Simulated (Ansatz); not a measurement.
Problem. Each is relaxed and computed with PBEsol in the plane-wave PAW code Ansatz. Which is the only metal?
A) BaTiO3, cubic perovskite
B) MgCu2SiS4, Pmn2_1 (Pearson symbol oP16)
C) SiO2, P4_2/nmc (Si on 2a, O on 4d)
D) TiSi, CsCl type

Solution. D, TiSi, CsCl type. TiSi: metal; SiO2: gap 5.03 eV (indirect); BaTiO3: gap 1.82 eV (indirect); MgCu2SiS4: gap 1.73 eV (direct). Constructed cells (a structure type filled with these elements, in neither database checked): TiSi, CsCl type; SiO2, P4_2/nmc (Si on 2a, O on 4d). Not the usual ambient phase: SiO2, P4_2/nmc (Si on 2a, O on 4d); BaTiO3, cubic perovskite. Standing as an ambient phase not checked: MgCu2SiS4, Pmn2_1 (Pearson symbol oP16). Unstable at this level: TiSi, CsCl type. All cells were relaxed under the symmetry of their starts (and spin orders); stability against distortions was not tested throughout. Rows with no word on spin ran without spin polarisation. Scalar-relativistic: spin–orbit coupling is off unless named, which matters more the heavier the elements.

Potentials: the later of the program's two PAW sets.
